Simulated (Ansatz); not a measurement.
Consider the following.

TiPt:
```
TiPt
1.0
    3.14100     0.00000     0.00000
    0.00000     3.14100     0.00000
    0.00000     0.00000     3.14100
Pt Ti
1 1
Direct
  0.00000   0.00000   0.00000
  0.50000   0.50000   0.50000
```

This is the PBEsol-relaxed structure.

Question: All from DFT-PBEsol in the program Ansatz with PAW potentials, unless another level is named. Predict the bulk modulus (Birch–Murnaghan fit).

Answer: 202 GPa.

Question: Predict the highest zone-centre frequency.

Answer: 148 cm^-1.

Space group Pm-3m (CsCl type). The workflow started from an entry of the Crystallography Open Database (COD). Its standing as an ambient phase is unchecked. The PBEsol relaxation kept the symmetry of its start. At this level the phase is mechanically unstable. The run is not spin-polarised. As this level gives no gap, phonon frequencies hold no LO–TO term and depend on the k-mesh and smearing (Fermi–Dirac, 0.1 eV here). Scalar-relativistic: spin–orbit coupling is off unless named, which matters more the heavier the elements.

Potentials: the later of the program's two PAW sets.
